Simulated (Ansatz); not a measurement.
SiC:
Space group P6₃mc (No. 186); a = 3.0790 Å, b = 3.0790 Å, c = 20.1370 Å, α = 90.00°, β = 90.00°, γ = 120.00°

```json
[
 {"atom": "Si", "site": "2b", "symmetry": "3m.", "x": "0.6667", "y": "0.3333", "z": "0.3752"},
 {"atom": "Si", "site": "2b", "symmetry": "3m.", "x": "0.6667", "y": "0.3333", "z": "0.1250"},
 {"atom": "Si", "site": "2a", "symmetry": "3m.", "x": "0.0000", "y": "0.0000", "z": "0.0001"},
 {"atom": "Si", "site": "2b", "symmetry": "3m.", "x": "0.3333", "y": "0.6667", "z": "0.2501"},
 {"atom": "C", "site": "2b", "symmetry": "3m.", "x": "0.3333", "y": "0.6667", "z": "0.3441"},
 {"atom": "C", "site": "2b", "symmetry": "3m.", "x": "0.6667", "y": "0.3333", "z": "0.2187"},
 {"atom": "C", "site": "2a", "symmetry": "3m.", "x": "0.0000", "y": "0.0000", "z": "0.0939"},
 {"atom": "C", "site": "2b", "symmetry": "3m.", "x": "0.6667", "y": "0.3333", "z": "0.4689"}
]
```

Relaxed with r²SCAN.

**Question.** Which orbitals make up the states near the band edges in plane-wave PAW r²SCAN (Ansatz code)?

**Answer.** Top 1 eV of the valence band: C 2p 83 %, Si 3p 13 %. Bottom 1 eV of the conduction band: Si 3p 49 %, C 2s 25 %, C 2p 8 %, outside the projected shells 16 %. Projections are on Löwdin-orthogonalised atomic valence shells; empty p or d shells of many metals are not among them.

**Question.** Tabulate the density of states.

**Answer.** States/eV per cell of 16 atoms, in 0.25 eV bins, energy from the valence-band maximum.

```csv
E (eV),total,C 2p,Si 3p,Si 3s
-7.85,5.25,2.68,0.97,1.39
-7.60,7.38,3.79,1.11,2.13
-7.35,7.95,4.05,1.10,2.30
-7.10,5.13,2.56,0.85,1.22
-6.85,4.52,2.25,0.80,0.94
-6.60,3.47,1.72,0.65,0.62
-6.35,3.08,1.54,0.60,0.48
-6.10,2.81,1.43,0.62,0.37
-5.85,2.75,1.44,0.72,0.28
-5.60,3.38,1.82,0.96,0.28
-5.35,5.70,3.14,1.67,0.44
-5.10,5.11,2.87,1.52,0.38
-4.85,5.44,3.08,1.58,0.41
-4.60,4.97,2.84,1.43,0.36
-4.35,5.76,3.35,1.71,0.38
-4.10,6.25,3.68,1.85,0.38
-3.85,6.53,3.92,1.93,0.36
-3.60,7.18,4.38,2.13,0.34
-3.35,7.16,4.47,2.15,0.29
-3.10,8.05,5.14,2.37,0.27
-2.85,8.61,5.61,2.47,0.25
-2.60,7.62,5.09,2.04,0.22
-2.35,8.43,5.75,2.26,0.18
-2.10,9.10,6.35,2.31,0.16
-1.85,8.45,6.07,2.00,0.13
-1.60,8.52,6.29,1.87,0.11
-1.35,8.25,6.27,1.66,0.08
-1.10,6.27,4.91,1.11,0.06
-0.85,4.68,3.77,0.71,0.04
-0.60,3.46,2.88,0.44,0.02
-0.35,2.69,2.32,0.26,0.01
-0.10,1.13,1.01,0.08,0.00
0.15,0.00,0.00,0.00,0.00
0.40,0.00,0.00,0.00,0.00
0.65,0.00,0.00,0.00,0.00
0.90,0.00,0.00,0.00,0.00
1.15,0.00,0.00,0.00,0.00
1.40,0.00,0.00,0.00,0.00
1.65,0.00,0.00,0.00,0.00
1.90,0.00,0.00,0.00,0.00
2.15,0.06,0.00,0.03,0.00
2.40,0.64,0.04,0.32,0.01
2.65,0.92,0.07,0.45,0.02
2.90,0.97,0.09,0.47,0.02
3.15,1.12,0.12,0.53,0.03
3.40,1.63,0.19,0.75,0.07
3.65,2.62,0.35,1.19,0.13
3.90,2.88,0.42,1.31,0.15
4.15,2.92,0.45,1.32,0.15
4.40,2.75,0.45,1.25,0.15
4.65,4.11,0.74,1.81,0.25
4.90,4.76,0.88,2.03,0.35
5.15,4.65,0.92,1.97,0.34
5.40,5.72,1.19,2.25,0.54
5.65,5.26,1.04,2.06,0.57
5.90,4.87,0.79,1.79,0.74
6.15,6.05,0.92,2.06,1.07
6.40,6.58,1.05,2.32,1.06
6.65,5.06,0.82,1.79,0.83
6.90,6.08,0.93,2.13,1.01
```

Space group P6_3mc. The first step of the workflow began from a Materials Project structure, measured or hypothetical. Its sites differ from those of the usual phase in this space group: another stacking or structure type. The r²SCAN relaxation kept the symmetry of its start; its stability against distortions is not shown here.

Potentials: the later of the program's two PAW sets.
